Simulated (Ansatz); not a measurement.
# Structure relaxation, TiB₂

The start is a relaxed TiB2 cell shaken by Gaussian noise of σ = 0.08 Å a coordinate. Cell shape, volume and atoms are optimised at zero target pressure with PBE (plane waves to 420 eV, PAW, scalar-relativistic; Ansatz, a program for electronic structure). The first steps use a coarse 6×6×4 k-mesh.

Starting cell:
```
TiB2
1.0
    4.18062     0.00000     0.00000
   -2.09031     3.62053     0.00000
    0.00000     0.00000     6.14655
Ti B
3 6
Direct
  0.56986   0.00092   0.34480
  0.97716   0.50882   0.65610
  0.41659   0.46523   0.00680
  0.34403   0.34767   0.37077
  0.62526   0.94372   0.70144
  0.06878   0.69482   0.03473
  0.96237   0.61514   0.27662
  0.36072   0.31964   0.62642
  0.67246   0.06970   0.96630
```

### Question
How large is the pressure on the unrelaxed cell, and of which sign?

### Answer
+3 GPa (positive: the cell is compressed).

### Question
What is the largest force in the starting geometry, and on which atom (counted from 1)?

### Answer
About 2.4 eV/Å, on B6 (atoms numbered as listed).

### Question
How much energy is released per atom?

### Answer
1.35 eV/atom.

### Question
How does the volume per atom move from start to end?

### Answer
-17.2 %, from 10.34 to 8.56 Å³/atom.

### Question
Is the parent structure recovered?

### Answer
It does not go back: it reaches P6/mmm (No. 191), AFLOW prototype AB2_hP3_191_a_d (C32, as in AlB2), 1.28 eV/atom below the parent.

### Question
How do the shortest distances between atoms change?

### Answer
The closest pairs of elements (up to four, under 3.6 Å), start → end: B–B 1.54 → 1.75 Å; B–Ti 2.09 → 2.38 Å; Ti–Ti 2.73 → 3.03 Å.

### Question
Is the relaxed structure metallic? Give its gap.

### Answer
No gap (metallic).

Final values are on a 18×18×14 k-mesh of the relaxed cell. No spin polarisation in the result.

Of the parent cell (P3₁21 (No. 152)): it is a generated cell of TiB2: the first start was made by placing the elements on the sites of a structure type, and the end was not matched to a known phase here, so it may be hypothetical. Known forms of TiB2 include space group No. 191.

The first start was generated by placing the elements on the sites of a structure type. A measured structure of TiB2 has the same space group, P6/mmm (No. 191); the sites were not compared with it.
